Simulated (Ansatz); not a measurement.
Relaxed WSi2 (MoSi2 type, space group I4/mmm):

```yaml
crystal:
  lattice:
    - [-3.22916, 3.22916, 7.86724]
    - [0.00000, 0.00000, 7.86724]
    - [1.61458, 1.61458, -3.93362]
  atoms:
    - { symbol: W, position: [0.00000, 0.00000, 0.00000] }
    - { symbol: W, position: [0.50000, 0.00000, 0.00000] }
    - { symbol: Si, position: [0.00000, 0.33458, 0.00000] }
    - { symbol: Si, position: [0.50000, 0.33458, 0.00000] }
    - { symbol: Si, position: [0.00000, 0.66542, 0.00000] }
    - { symbol: Si, position: [0.50000, 0.66542, 0.00000] }
```

A phonon eigenvector at X = (0.5, 0.5, 0.0) is frozen into this cell: atom i moves by Q times the vector below, so Q is the largest atomic displacement, in Å. The cell is held. (q is in reciprocal vectors of the primitive cell; the cell shown is doubled to hold the pattern.)

| atom | x | y | z |
|---|---|---|---|
| W1 | -0.041 | 0.041 | 0.000 |
| W2 | 0.041 | -0.041 | 0.000 |
| Si3 | -0.707 | 0.707 | 0.000 |
| Si4 | 0.707 | -0.707 | 0.000 |
| Si5 | -0.707 | 0.707 | 0.000 |
| Si6 | 0.707 | -0.707 | 0.000 |

Computed with PBE (plane waves to 420 eV, PAW, scalar-relativistic; Ansatz, a program for electronic structure). k mesh 20×20×20 (Γ-centred), Fermi-Dirac smearing 0.05 eV. E stands for the smeared free energy. With partly filled bands, energies and forces of such displacements shift with the k mesh and the smearing. Spin-orbit coupling is left out, though W is heavy. WSi2 is run without spin polarisation. WSi2 was relaxed with its symmetry unable to fall. The zero of ΔE is the undisplaced structure. The last digit holds for this mesh only.

```json
[
 {"Q (Å)": "-0.2800", "ΔE (meV/cell)": "2710.0"},
 {"Q (Å)": "-0.2333", "ΔE (meV/cell)": "1810.4"},
 {"Q (Å)": "-0.1867", "ΔE (meV/cell)": "withheld"},
 {"Q (Å)": "-0.1400", "ΔE (meV/cell)": "614.7"},
 {"Q (Å)": "-0.0933", "ΔE (meV/cell)": "268.1"},
 {"Q (Å)": "-0.0467", "ΔE (meV/cell)": "66.3"},
 {"Q (Å)": "0.0000", "ΔE (meV/cell)": "0.0"},
 {"Q (Å)": "0.0467", "ΔE (meV/cell)": "66.3"},
 {"Q (Å)": "0.0933", "ΔE (meV/cell)": "268.1"},
 {"Q (Å)": "0.1400", "ΔE (meV/cell)": "614.7"},
 {"Q (Å)": "0.1867", "ΔE (meV/cell)": "withheld"},
 {"Q (Å)": "0.2333", "ΔE (meV/cell)": "1810.4"},
 {"Q (Å)": "0.2800", "ΔE (meV/cell)": "2710.0"}
]
```

Q: Fit an even polynomial form (powers 2, 4) to the given rows and predict ΔE at Q = -0.1867.

A: Least squares on the 11 given rows: ΔE = (30300)·Q² + (54410)·Q⁴, in meV/cell with Q in Å; root-mean-square residual 0.10 meV/cell. At -0.1867 the fit gives 1122.3 meV/cell; the calculation gives 1121.5 meV/cell, so the interpolation is off by 0.8 (+0.1 %). The quadratic term alone would give 1056.2 meV/cell.

(A displaced cell: forces are minus the slopes of the energy, force constants its curvatures, and phonons follow from these.)
